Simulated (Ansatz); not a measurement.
Consider the following.

GePd:
```xyz
6
Lattice="5.6132 0.0000 0.0000 -2.8066 4.8612 0.0000 0.0000 0.0000 4.0129" Properties=species:S:1:pos:R:3 pbc="T T T"
Pd     2.8066     0.0000     0.0000
Pd     1.4033     2.4306     0.0000
Pd    -1.4033     2.4306     0.0000
Ge     0.0000     0.0000     0.0000
Ge     0.0000     3.2408     2.0065
Ge     2.8066     1.6204     2.0065
```

This is the PBE-relaxed structure.

**Question.** All from the program Ansatz at the PBE level (PAW), unless another level is named. Estimate the electronic character.

**Answer.** metallic (no gap).

**Question.** Predict the formation energy from the elements (no fitted shifts).

**Answer.** -0.20 eV/atom.

**Question.** Predict the density of states at the Fermi level.

**Answer.** 0.56 states/eV per atom (mean over ±0.08 eV).

Space group P6/mmm. The cell is a constructed one: a structure type filled with these elements; neither database checked (COD, Materials Project) lists it. COD files the formula under space group No. 62, so this cell is another polymorph or a model. Its standing as an ambient phase is unchecked. Symmetry was held in the PBE relaxation; its stability against distortions is not shown here. No spin polarisation was allowed. The references are the lowest solids computed at this level, not always the standard phases. Spin–orbit coupling is left out wherever it is not named.

Potentials: the later of the program's two PAW sets.
